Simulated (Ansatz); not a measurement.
Start of a relaxation of Ga2BSb3:

```
Ga B Sb
1.0
     4.80164    0.00000    0.00000
    -2.40082    4.15834    0.00000
     0.00000    0.00000    6.01287
Ga B Sb
2 1 3
Cartesian
  0.0000 2.7722 1.3177
  2.4008 1.3861 4.6952
  0.0000 0.0000 3.0064
  0.0000 2.7722 4.3520
  2.4008 1.3861 1.6609
  0.0000 0.0000 0.0000
```

The calculation used DFT PBE, scalar-relativistic, plane waves, PAW in Ansatz. Cutoff 420 eV, Gaussian smearing, Γ-centred meshes. Cell and atoms relax first on a coarse mesh and then on a finer one. In between, the cell is made exact in the group found at 0.06 Å. In metals the finer mesh still leaves noise of several meV/atom or more. The steps can't lower the symmetry of their start. No spin polarisation.

A guess keeps its type if space group and coordination stay and the shape of the cell changes little (axis ratios within about 15 %, angles within 6°); the volume may change.

Problem. Does this structure survive the relaxation?

Solution. It doesn't keep its type. The symmetry goes from P-3m1 (No. 164) to P6/mmm (No. 191). The volume per atom grows by 7.6 %, from 20.0 to 21.5 Å³. The shortest distance goes from 2.79 Å (Ga–Sb) to 2.76 Å (B–Sb and Ga–Sb). Counting neighbours within 15 % of an atom's shortest distance, the start has B 14, Ga 8, Sb 8/14 and the end B 8, Ga 8, Sb 8. In detail, at the end Ga is surrounded by 2 Sb at 2.76 Å, 3 Sb at 3.00 Å and 3 Ga at 3.00 Å; around B lie 2 Sb at 2.76 Å and 6 Sb at 3.00 Å; around Sb on a site of symmetry -6m2 lie 2 Ga at 2.76 Å, 3 B at 3.00 Å and 3 Sb at 3.00 Å; 1 more site not described.

```xyz
6
Lattice="5.2023 0.0000 0.0000 -2.6012 4.5054 0.0000 0.0000 0.0000 5.5104" Properties=species:S:1:pos:R:3 pbc="T T T"
Ga    0.0000    3.0036    0.0000
Ga    2.6012    1.5018    0.0000
B     0.0000    0.0000    2.7552
Sb    0.0000    3.0036    2.7552
Sb    2.6012    1.5018    2.7552
Sb    0.0000    0.0000    0.0000
```

The last run used a 12×12×8 mesh (in the run's order of axes) for its 6-atom cell and Gaussian smearing of 0.10 eV. Spin–orbit coupling, which can matter for Sb, is left out. Symmetry constrained the relaxation, so the result can be a saddle point.

In counts of neighbours, a slash parts the counts of unlike sites.
